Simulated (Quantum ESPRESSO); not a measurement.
## Al2GaInP4 (convergence and cost over cutoff and k mesh)

Computed values, not a measurement. The program is pw.x of Quantum ESPRESSO 7.5 (plane-wave density functional theory). The cell is made up: 8 atoms on a zincblende/diamond lattice, with randomly drawn elements, strain and displacements, not relaxed. PseudoDojo standard norm-conserving files (v0.5 for PBE, v0.4.1 for LDA and PBEsol) set the functional; there is no spin polarisation, spin-orbit coupling or dispersion term, and the masses in the input are unused placeholders.

Input of the run in row 4:

```
&control calculation='scf', pseudo_dir='./dojo.nc.sr.pbe.v0_5.standard.upf', outdir='./o', disk_io='medium', tprnfor=.true., tstress=.true. /
&system ibrav=0, nat=8, ntyp=4, nbnd=32, ecutwfc=79.96652505, nosym=.true., tot_charge=0,
 occupations='smearing', smearing='fd', degauss=0.0018374661
/
&electrons conv_thr=7.350e-09, electron_maxstep=60, /
ATOMIC_SPECIES
Al 1.0 Al.upf
Ga 1.0 Ga.upf
In 1.0 In.upf
P 1.0 P.upf
CELL_PARAMETERS angstrom
5.386 0.0134 -0.0079
0.0134 5.4335 0.0166
-0.0079 0.0166 5.4021
ATOMIC_POSITIONS angstrom
Al -0.0058 0.0333 0.0291
Ga 0.0183 2.732 2.6767
Al 2.6279 -0.0024 2.6676
In 2.6792 2.7025 -0.0252
P 1.3918 1.3582 1.3483
P 1.3226 4.1364 4.1045
P 4.0633 1.2929 3.9752
P 4.0245 4.1096 1.4077
K_POINTS automatic
4 4 4 1 1 1
```

The same cell was run at these settings. Meshes are shifted by half a step, and differences are from the last row, which is itself not exact.

```
cutoff (eV)     k mesh  k points solved  threshold (eV)  free energy less the last row's (eV)  pressure (GPa)  largest stress difference (GPa)  largest force difference (eV/Å)  iterations  wall time (s)  k-point pools              processor
        762  2 x 2 x 2                4           1e-04                                 2.183           -3.83                            15.62                            0.031           7             20              1  AMD EPYC, Zen 5 class
       1088  2 x 2 x 2                4           1e-07                                 0.431           12.14                             0.44                            0.030          10             37              1  AMD EPYC, Zen 5 class
        576  4 x 4 x 4               32           1e-07                                27.353         -117.41                           129.40                            0.036          10             75              1  AMD EPYC, Zen 5 class
       1088  4 x 4 x 4               32           1e-07                                 0.006           11.71                             0.00                            0.002          10            184              1  AMD EPYC, Zen 5 class
       1377  6 x 6 x 6              108           1e-07                                 0.000           11.71                             0.00                            0.000          10            902              1  AMD EPYC, Zen 5 class
```

Each pool is one process. Wall times include start-up and a band step at six k points, which weighs most on the coarsest meshes. The runs were on shared virtual cores whose load varied, so times are rough.